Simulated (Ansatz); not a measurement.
BaZrS₃ (Pnma), relaxed and computed with several functionals in Ansatz (plane waves, PAW).

```json
[
 {"functional": "PBE", "a (Å)": "7.162", "c (Å)": "7.030", "V (Å³/atom)": "25.26", "gap (eV)": "1.06", "ΔH_f (eV/atom)": "-1.86", "B₀ by P(V) fit (GPa)": "70.1", "K_Hill (GPa)": "70.5", "G_Hill (GPa)": "33.9", "highest Γ mode, no LO–TO term (cm⁻¹)": "405", "electron conductivity mass (mₑ)": "0.31", "Θ_D (K)": "319"},
 {"functional": "LDA", "a (Å)": "7.025", "c (Å)": "6.854", "V (Å³/atom)": "23.68", "gap (eV)": "0.85", "ΔH_f (eV/atom)": "-1.95", "B₀ by P(V) fit (GPa)": "80.4", "K_Hill (GPa)": "81.4", "G_Hill (GPa)": "36.1", "highest Γ mode, no LO–TO term (cm⁻¹)": "427", "electron conductivity mass (mₑ)": "0.26", "Θ_D (K)": "326"},
 {"functional": "PBEsol", "a (Å)": "(withheld)", "c (Å)": "(withheld)", "V (Å³/atom)": "(withheld)", "gap (eV)": "(withheld)", "ΔH_f (eV/atom)": "(withheld)", "B₀ by P(V) fit (GPa)": "(withheld)", "K_Hill (GPa)": "(withheld)", "G_Hill (GPa)": "(withheld)", "highest Γ mode, no LO–TO term (cm⁻¹)": "(withheld)", "electron conductivity mass (mₑ)": "(withheld)", "Θ_D (K)": "(withheld)"}
]
```

### Question
Fill in the missing entries.

### Answer

- PBEsol, a (Å): 7.075
- PBEsol, c (Å): 6.922
- PBEsol, V (Å³/atom): 24.27
- PBEsol, gap (eV): 0.92
- PBEsol, ΔH_f (eV/atom): -1.90
- PBEsol, B₀ by P(V) fit (GPa): 75.6
- PBEsol, K_Hill (GPa): 76.4
- PBEsol, G_Hill (GPa): 35.0
- PBEsol, highest Γ mode, no LO–TO term (cm⁻¹): 419
- PBEsol, electron conductivity mass (mₑ): 0.27
- PBEsol, Θ_D (K): 322

All cells were relaxed under the symmetry of their starts (and spin orders); stability against distortions was not tested throughout. Rows with no word on spin ran without spin polarisation. Scalar-relativistic: spin–orbit coupling is off unless named, which matters more the heavier the elements.

Potentials: the later of the program's two PAW sets.

Ansatz (a quantum-chemistry and plane-wave program) is a plane-wave DFT program.

Formation energies count from the lowest solids of the elements computed at the same level, not from gases.
